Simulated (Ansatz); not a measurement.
Name crystals whose computed values (DFT-PBEsol in the program Ansatz with PAW potentials) fall in these windows: G_Hill (GPa) 57 to 72; B₀ by P(V) fit (GPa) 99 to 130; Θ_D (K) 260 to 320.



| crystal | G_Hill (GPa) | B₀ by P(V) fit (GPa) | Θ_D (K) |
|---|---|---|---|
| Sb2Pt, Pa-3 (Pt on 4a, Sb on 8c) | 61.0 | 120 | 280 |
Others may fit too.

The cell was relaxed under the symmetry of its start. Rows with no word on spin ran without spin polarisation. Spin–orbit coupling is left out wherever it is not named.

Potentials: the later of the program's two PAW sets.
